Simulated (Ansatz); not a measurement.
Ir (fcc (Cu type), Fm-3m) at seven volumes, PBEsol in the plane-wave PAW code Ansatz, scaled uniformly. One row is withheld.

```csv
V (Å³/atom),P (GPa)
12.784,46.17
13.205,27.95
13.627,12.72
14.048,0.00
14.470,-10.61
14.891,?
15.313,-26.79
```

**Question.** Fit the shown pressures and predict the withheld one.

**Answer.** P = (3/2)B₀(x^(7/2) − x^(5/2))[1 + (3/4)(B′ − 4)(x − 1)] with x = (V₀/V)^(2/3). Least squares on the six rows gives V₀ = 14.049 Å³/atom, B₀ = 386 GPa, B′ = 5.03. At V = 14.891, x = 0.9619 and P = -19.41 GPa. The run itself gave -19.45 GPa.

Symmetry was held in the PBEsol relaxation. The run is not spin-polarised. Spin–orbit coupling is left out wherever it is not named.

Potentials: the later of the program's two PAW sets.
